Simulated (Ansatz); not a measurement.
Eu (bcc, W type)

```xyz
1
Lattice="-2.2236 2.2236 2.2236 2.2236 -2.2236 2.2236 2.2236 2.2236 -2.2236" Properties=species:S:1:pos:R:3 pbc="T T T"
Eu     0.0000     0.0000     0.0000
```

The slice is a {211} plane (indices of the conventional cell) through the point (0.000, 0.000, 0.000) (fractional), spanned by u = [111] and v = [1 0 -1] in vectors of this cell: u (3.85 Å) and v (6.29 Å, at 90° to u). It covers one period; positions are fractions (u, v).

Level of theory: r2SCAN (plane waves to 500 eV, PAW, scalar-relativistic; Ansatz, a program for electronic structure). k mesh 15×15×15. These are valence fields of a PAW run, semicore shells included where kept as valence: close to a nucleus they are smooth pseudo fields. Eu was relaxed with its symmetry unable to fall. Relaxed Eu ends ferromagnetic. The relaxed volume of Eu is well below the measured one. Other magnetic orders were not checked, so this need not be the ground state. The f-shell state is unchecked: a lower one may exist.

### Question
What is the valence density on the shortest Eu–Eu line in this plane (3.85 Å), at its midpoint?

### Answer
0.06 e/Å³.

### Question
What is the ELF at the midpoint of the shortest Eu–Eu line in this plane (3.85 Å)?

### Answer
0.10.

### Question
Predict the map of the ELF of the up spins on the slice.

### Answer
```
|xxxxxx@@@@**::              ::**@@@@xxxx|
|xxxx@@@@%%++::      ..      ::++%%@@@@xx|
|@@@@@@@@##--..    ..::..    ..--##@@@@@@|
|@@@@%%##==..    ..--==--..    ..==##%%@@|
|****++--..    ..--++**++--..    ..--++**|
|::::....    ..--++######++--..    ....::|
|          ..--++##%%%%%%##++--..        |
|      ..::--++##%%%%%%%%%%##++--::..    |
|::::::--==++**##%%%%%%%%%%##**++==--::::|
|++++++******##################******++++|
|##########**********************########|
|%%%%####****++++==========++++****####%%|
|%%%%####**++==----::::::----==++**####%%|
|%%%%##**++==--::::......::::--==++**##%%|
|%%####**++--::......  ......::--++**####|
|%%####**==--::....      ....::--==**####|
|%%####**++--::......  ......::--++**####|
|%%%%##**++==--::::......::::--==++**##%%|
|%%%%####**++==----::::::----==++**####%%|
|%%%%####****++++==========++++****####%%|
|##########**********************########|
|++++++******##################******++++|
|::::::--==++**##%%%%%%%%%%##**++==--::::|
|      ..::--++##%%%%%%%%%%##++--::..    |
|          ..--++##%%%%%%##++--..        |
|::::....    ..--++######++--..    ....::|
|****++--..    ..--++**++--..    ..--++**|
|@@@@%%##==..    ..--==--..    ..==##%%@@|
|@@@@@@@@##--..    ..::..    ..--##@@@@@@|
|xxxx@@@@%%++::      ..      ::++%%@@@@xx|
|xxxxxx@@@@**::              ::**@@@@xxxx|
|xxxxxx@@@@##--              --##@@@@xxxx|
```
Scale: ten equal steps from 0.07 (start of ' ') to 0.72 (end of '@'), in the order ' .:-=+*#%@'. Values: ELF of the up spins. The map has 20 points along u (two characters each, u = 0 at the left) and 32 along v (v = 0 in the bottom row). Points within 0.5 Å of a nucleus are blanked (x), as the pseudised field means little there.
